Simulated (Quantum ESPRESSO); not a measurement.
## Re2MoHf2RuOs2 (finding a planted mistake in a log)

Computed values, not a measurement. The program is pw.x of Quantum ESPRESSO 7.5 (plane-wave density functional theory). The cell is made up: eight metal atoms on a hexagonal close-packed lattice, with elements, volume, strain and displacements drawn at random and not relaxed, so it may be unstable or far from any real phase. PseudoDojo standard norm-conserving files set the functional (PBE unless stated); there is no spin polarisation or spin-orbit coupling, the Fermi-Dirac width of 0.25 eV means electrons at about 2900 K, and the masses in the input are unused placeholders. Heavy elements are run without spin-orbit coupling, which real alloys of them have. A spin test at this wide smearing found no moment, but such smearing suppresses magnetism that the real alloy may have.

Intended input:

```
&control calculation='scf', pseudo_dir='./dojo.nc.sr.pbe.v0_5.standard.upf', outdir='./o', disk_io='minimal', tprnfor=.true., tstress=.true. /
&system ibrav=0, nat=8, ntyp=5, nbnd=76, ecutwfc=84.00895049, nosym=.true., tot_charge=0,
 occupations='smearing', smearing='fd', degauss=0.0183746611
/
&electrons conv_thr=1.470e-08, electron_maxstep=70, mixing_beta=0.5 /
ATOMIC_SPECIES
Hf 1.0 Hf.upf
Mo 1.0 Mo.upf
Os 1.0 Os.upf
Re 1.0 Re.upf
Ru 1.0 Ru.upf
CELL_PARAMETERS angstrom
-2.8826 -0.0058 0.0159
0.0101 5.1208 -0.0343
1.4884 -2.4925 -9.5032
ATOMIC_POSITIONS angstrom
Re -0.2834 0.0729 -0.1287
Mo 0.143 1.7874 -2.4133
Hf -0.0529 -0.1519 -4.9347
Ru 0.1755 1.8132 -7.1093
Os -1.5359 2.4793 -0.0263
Os -1.4986 4.3452 -2.4249
Hf -1.2997 2.5227 -4.7454
Re -1.3981 -0.7779 -7.2372
K_POINTS automatic
8 5 3 1 1 1
```

The log is shortened where brackets say so; the opening notice, blank lines, dates and the lines on written files are dropped, and the path of the files is cut. It prints rydbergs, bohrs and kilobars, and counts compression as positive stress. Its total energy is the free energy E - TS of the whole cell.

Log of the intended run:

```
     Program PWSCF v.7.5
     Parallel version (MPI & OpenMP), running on       4 processor cores
     Number of MPI processes:                 4
     Threads/MPI process:                     1
     [start-up lines left out]
     bravais-lattice index     =            0
     lattice parameter (alat)  =       5.4474  a.u.
     unit-cell volume          =     947.4891 (a.u.)^3
     number of atoms/cell      =            8
     number of atomic types    =            5
     number of electrons       =       116.00
     number of Kohn-Sham states=           76
     kinetic-energy cutoff     =      84.0090  Ry
     charge density cutoff     =     336.0358  Ry
     scf convergence threshold =      1.5E-08
     mixing beta               =       0.5000
     number of iterations used =            8  plain     mixing
     Exchange-correlation= PBE
                           (   1   4   3   4   0   0   0)
     [axes and pseudopotential details left out]
   Cartesian axes
     site n.     atom                  positions (alat units)
         1        Re     tau(   1) = (  -0.0983123   0.0252892  -0.0446464  )
         2        Mo     tau(   2) = (   0.0496071   0.6200545  -0.8371812  )
         3        Hf     tau(   3) = (  -0.0183512  -0.0526946  -1.7118625  )
         4        Ru     tau(   4) = (   0.0608815   0.6290046  -2.4662379  )
         5        Os     tau(   5) = (  -0.5328084   0.8600768  -0.0091236  )
         6        Os     tau(   6) = (  -0.5198689   1.5073632  -0.8412052  )
         7        Hf     tau(   7) = (  -0.4508699   0.8751324  -1.6461938  )
         8        Re     tau(   8) = (  -0.4850052  -0.2698559  -2.5106068  )
     number of k points=    60  Fermi-Dirac smearing, width (Ry)=  0.0184
                       cart. coord. in units 2pi/alat
        k(    1) = (  -0.0630278   0.0559143  -0.0750924), wk =   0.0333333
        k(    2) = (  -0.0619161   0.0572654   0.1269504), wk =   0.0333333
     [further k points left out]
     Dense  grid:    98555 G-vectors     FFT dimensions: (  32,  60, 120)
     Estimated max dynamical RAM per process >     416.42 MB
     Estimated total dynamical RAM >       1.56 GB
     Initial potential from superposition of free atoms
     starting charge     115.9930, renormalised to     116.0000
     Starting wfcs are   80 randomized atomic wfcs
     total cpu time spent up to now is        8.6 secs
     per-process dynamical memory:   334.1 Mb
     Self-consistent Calculation
     iteration #  1     ecut=    84.01 Ry     beta= 0.50
     Davidson diagonalization with overlap
     ethr =  1.00E-02,  avg # of iterations =  3.0
     total cpu time spent up to now is       29.8 secs
     total energy              =   -1317.73649945 Ry
     estimated scf accuracy    <       3.93493267 Ry
     iteration #  2     ecut=    84.01 Ry     beta= 0.50
     Davidson diagonalization with overlap
     ethr =  3.39E-03,  avg # of iterations =  4.5
     total cpu time spent up to now is       55.0 secs
     total energy              =   -1315.09889721 Ry
     estimated scf accuracy    <      88.10066482 Ry
     [iterations 3 to 21 left out]
     iteration # 22     ecut=    84.01 Ry     beta= 0.50
     Davidson diagonalization with overlap
     ethr =  3.67E-11,  avg # of iterations =  1.2
     total cpu time spent up to now is      454.3 secs
     total energy              =   -1320.15966180 Ry
     estimated scf accuracy    <       0.00000002 Ry
     iteration # 23     ecut=    84.01 Ry     beta= 0.50
     Davidson diagonalization with overlap
     ethr =  1.45E-11,  avg # of iterations =  1.1
     total cpu time spent up to now is      472.5 secs
     End of self-consistent calculation
     [lines on levels left out]
!    total energy              =   -1320.15966181 Ry
     estimated scf accuracy    <          9.8E-10 Ry
     smearing contrib. (-TS)   =      -0.13819230 Ry
     internal energy E=F+TS    =   -1320.02146951 Ry
     The total energy is F=E-TS. E is the sum of the following terms:
     one-electron contribution =    -267.01826087 Ry
     hartree contribution      =     194.11110680 Ry
     xc contribution           =    -262.94571942 Ry
     ewald contribution        =    -984.16859601 Ry
     convergence has been achieved in  23 iterations
     Forces acting on atoms (cartesian axes, Ry/au):
     atom    1 type  4   force =     0.03006168    0.00046151   -0.00403053
     atom    2 type  2   force =    -0.01861620   -0.02252224    0.08853773
     atom    3 type  1   force =     0.02480318    0.04449376    0.03019075
     atom    4 type  5   force =    -0.01062901    0.01036453   -0.05606706
     atom    5 type  3   force =     0.00811904    0.01655533    0.01189823
     atom    6 type  3   force =    -0.00810916    0.00207735    0.05445052
     atom    7 type  1   force =    -0.01593506   -0.03269020   -0.02871461
     atom    8 type  4   force =    -0.00969447   -0.01874003   -0.09626503
     Total force =     0.178491     Total SCF correction =     0.000138
     Computing stress (Cartesian axis) and pressure
          total   stress  (Ry/bohr**3)                   (kbar)     P=     -148.24
  -0.00059924   0.00002879   0.00003700          -88.15        4.24        5.44
   0.00002879  -0.00113242   0.00001348            4.24     -166.58        1.98
   0.00003700   0.00001348  -0.00129153            5.44        1.98     -189.99
     init_run     :      7.86s CPU      8.12s WALL (       1 calls)
     electrons    :    456.36s CPU    463.92s WALL (       1 calls)
     forces       :      3.11s CPU      3.13s WALL (       1 calls)
     stress       :     10.62s CPU     10.85s WALL (       1 calls)
     [timing details left out]
     PWSCF        :   7m58.44s CPU   8m 6.59s WALL
     JOB DONE.
```

A second run was made from an input with one planted mistake. Its log:

```
     Program PWSCF v.7.5
     Parallel version (MPI & OpenMP), running on       4 processor cores
     Number of MPI processes:                 4
     Threads/MPI process:                     1
     [start-up lines left out]
     bravais-lattice index     =            0
     lattice parameter (alat)  =       5.4474  a.u.
     unit-cell volume          =     947.4891 (a.u.)^3
     number of atoms/cell      =            8
     number of atomic types    =            5
     number of electrons       =       116.00
     number of Kohn-Sham states=           76
     kinetic-energy cutoff     =      84.0090  Ry
     charge density cutoff     =     336.0358  Ry
     scf convergence threshold =      1.5E-08
     mixing beta               =       0.5000
     number of iterations used =            8  plain     mixing
     Exchange-correlation= PBE
                           (   1   4   3   4   0   0   0)
     [axes and pseudopotential details left out]
   Cartesian axes
     site n.     atom                  positions (alat units)
         1        Re     tau(   1) = (  -0.0983123   0.0252892  -0.0446464  )
         2        Mo     tau(   2) = (   0.0496071   0.6200545  -0.8371812  )
         3        Hf     tau(   3) = (  -0.0183512  -0.0526946  -1.7118625  )
         4        Re     tau(   4) = (   0.0608815   0.6290046  -2.4662379  )
         5        Os     tau(   5) = (  -0.5328084   0.8600768  -0.0091236  )
         6        Os     tau(   6) = (  -0.5198689   1.5073632  -0.8412052  )
         7        Hf     tau(   7) = (  -0.4508699   0.8751324  -1.6461938  )
         8        Ru     tau(   8) = (  -0.4850052  -0.2698559  -2.5106068  )
     number of k points=    60  Fermi-Dirac smearing, width (Ry)=  0.0184
                       cart. coord. in units 2pi/alat
        k(    1) = (  -0.0630278   0.0559143  -0.0750924), wk =   0.0333333
        k(    2) = (  -0.0619161   0.0572654   0.1269504), wk =   0.0333333
     [further k points left out]
     Dense  grid:    98555 G-vectors     FFT dimensions: (  32,  60, 120)
     Estimated max dynamical RAM per process >     416.42 MB
     Estimated total dynamical RAM >       1.56 GB
     Initial potential from superposition of free atoms
     starting charge     115.9930, renormalised to     116.0000
     Starting wfcs are   80 randomized atomic wfcs
     total cpu time spent up to now is        9.0 secs
     per-process dynamical memory:   334.1 Mb
     Self-consistent Calculation
     iteration #  1     ecut=    84.01 Ry     beta= 0.50
     Davidson diagonalization with overlap
     ethr =  1.00E-02,  avg # of iterations =  2.9
     total cpu time spent up to now is       30.5 secs
     total energy              =   -1317.84642580 Ry
     estimated scf accuracy    <       3.75784226 Ry
     iteration #  2     ecut=    84.01 Ry     beta= 0.50
     Davidson diagonalization with overlap
     ethr =  3.24E-03,  avg # of iterations =  4.4
     total cpu time spent up to now is       56.2 secs
     total energy              =   -1314.97470011 Ry
     estimated scf accuracy    <      93.91458539 Ry
     [iterations 3 to 20 left out]
     iteration # 21     ecut=    84.01 Ry     beta= 0.50
     Davidson diagonalization with overlap
     ethr =  8.94E-11,  avg # of iterations =  2.3
     total cpu time spent up to now is      396.7 secs
     total energy              =   -1320.15310986 Ry
     estimated scf accuracy    <       0.00000045 Ry
     iteration # 22     ecut=    84.01 Ry     beta= 0.50
     Davidson diagonalization with overlap
     ethr =  8.94E-11,  avg # of iterations =  1.8
     total cpu time spent up to now is      413.8 secs
     End of self-consistent calculation
     [lines on levels left out]
!    total energy              =   -1320.15310989 Ry
     estimated scf accuracy    <          1.4E-09 Ry
     smearing contrib. (-TS)   =      -0.13833005 Ry
     internal energy E=F+TS    =   -1320.01477984 Ry
     The total energy is F=E-TS. E is the sum of the following terms:
     one-electron contribution =    -268.47616658 Ry
     hartree contribution      =     194.80508436 Ry
     xc contribution           =    -262.92094825 Ry
     ewald contribution        =    -983.42274937 Ry
     convergence has been achieved in  22 iterations
     Forces acting on atoms (cartesian axes, Ry/au):
     atom    1 type  4   force =     0.02627180    0.00080951    0.00045619
     atom    2 type  2   force =    -0.01658445   -0.02417840    0.08956975
     atom    3 type  1   force =     0.01520706    0.04342384    0.00997534
     atom    4 type  4   force =    -0.00560821   -0.00453473   -0.09323512
     atom    5 type  3   force =     0.00864983    0.02042354    0.00196938
     atom    6 type  3   force =    -0.00840864    0.00177654    0.05835627
     atom    7 type  1   force =    -0.01437968   -0.03279562   -0.01018146
     atom    8 type  5   force =    -0.00514772   -0.00492470   -0.05691035
     Total force =     0.170837     Total SCF correction =     0.000184
     Computing stress (Cartesian axis) and pressure
          total   stress  (Ry/bohr**3)                   (kbar)     P=     -153.10
  -0.00071612   0.00003637   0.00002184         -105.35        5.35        3.21
   0.00003637  -0.00112652   0.00000449            5.35     -165.72        0.66
   0.00002184   0.00000449  -0.00127956            3.21        0.66     -188.23
     init_run     :      8.32s CPU      8.58s WALL (       1 calls)
     electrons    :    397.37s CPU    404.78s WALL (       1 calls)
     forces       :      2.89s CPU      2.91s WALL (       1 calls)
     stress       :     10.02s CPU     10.26s WALL (       1 calls)
     [timing details left out]
     PWSCF        :   6m59.03s CPU   7m 7.04s WALL
     JOB DONE.
```

Question: the log repeats what the program read. Compare it with the intended run: what was wrong in the second input?

Answer: two atoms have their elements exchanged. The input lines that differ:

```
- Ru 0.1755 1.8132 -7.1093
+ Re 0.1755 1.8132 -7.1093
- Re -1.3981 -0.7779 -7.2372
+ Ru -1.3981 -0.7779 -7.2372
```

|  | intended run | run with the mistake |
| --- | --- | --- |
| free energy (eV) | -17961.687 | -17961.598 |
| entropy term -TS, part of it (eV) | -1.880 | -1.882 |
| pressure (GPa) | -14.82 | -15.31 |
| size of the largest force component (eV/Å) | 2.475 | 2.397 |
| largest change of a force component (eV/Å) |  | 1.012 |
| iterations | 23 | 22 |

For scale, a rerun of the intended cell at a higher cutoff and on a denser mesh moved values by no more than 0.004 eV in energy, 0.08 GPa in stress and 0.009 eV/Å in force, and a second program with other atomic files agreed on that cell to 2 % rms in force and 0.5 GPa in pressure.